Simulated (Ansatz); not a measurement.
# A trial form of NbCuP₂

Computed with DFT PBE, scalar-relativistic, plane waves, PAW (Ansatz). Cutoff 420 eV, Gaussian smearing, Γ-centred meshes. Cell and atoms relax first on a coarse mesh and then on a finer one. In between, the cell is made exact in the group found at 0.06 Å. In metals the finer mesh still leaves noise of several meV/atom or more. The steps can't lower the symmetry of their start. No spin polarisation in the relaxation; trial moments died out in a coarse test.

Recipe of this trial structure of NbCuP₂: random cell by space group and Wyckoff sites (P4/mmm, No. 123). Its size is a rough estimate.

```yaml
crystal:
  lattice:
    - [3.61706, 0.00000, 0.00000]
    - [0.00000, 3.61706, 0.00000]
    - [0.00000, 0.00000, 3.89592]
  atoms:
    - { symbol: Nb, position: [0.00000, 0.00000, 0.50000] }
    - { symbol: Cu, position: [0.00000, 0.00000, 0.00000] }
    - { symbol: P, position: [0.50000, 0.50000, 0.00000] }
    - { symbol: P, position: [0.50000, 0.50000, 0.50000] }
```

Energies over the elements count from the elements' standard structures at the same level, with no fitted energy shifts. The references include black phosphorus.

Task: Which structure results?

Result: The symmetry stays P4/mmm (No. 123). The volume per atom grows by 27.7 %, from 12.7 to 16.3 Å³. The shortest distance goes from 1.95 Å (Nb–Cu and P–P) to 2.46 Å (Cu–P and Nb–P). The ratio c/a of the conventional cell changes by a factor of 1.44. The energy falls by about 1.8 eV/atom (the start's value is from the coarse mesh). Conventional cell: a = 3.473 Å, c = 5.399 Å. Nb has 4 P at 2.46 Å and 2 Cu at 2.70 Å; around Cu lie 4 P at 2.46 Å and 2 Nb at 2.70 Å; around P on its first site lie 4 Cu at 2.46 Å and 2 P at 2.70 Å; P on its second site has 4 Nb at 2.46 Å and 2 P at 2.70 Å.

```
Nb Cu P
1.0
     3.47289    0.00000    0.00000
     0.00000    3.47289    0.00000
     0.00000    0.00000    5.39884
Nb Cu P
1 1 2
Cartesian
  0.0000 0.0000 2.6994
  0.0000 0.0000 0.0000
  1.7364 1.7364 0.0000
  1.7364 1.7364 2.6994
```

Task: How does it come out in energy, and is it a metal?

Result: The formation energy is +0.17 eV/atom and the gap on the 14×14×10 mesh of the 4-atom cell is 0 eV (a metal).

It can't be a ground state, since the elements alone are lower.

The last run used Gaussian smearing of 0.10 eV. The reference form of P is held partly by dispersion forces, which this level lacks. Symmetry constrained the relaxation, so the result can be a saddle point.
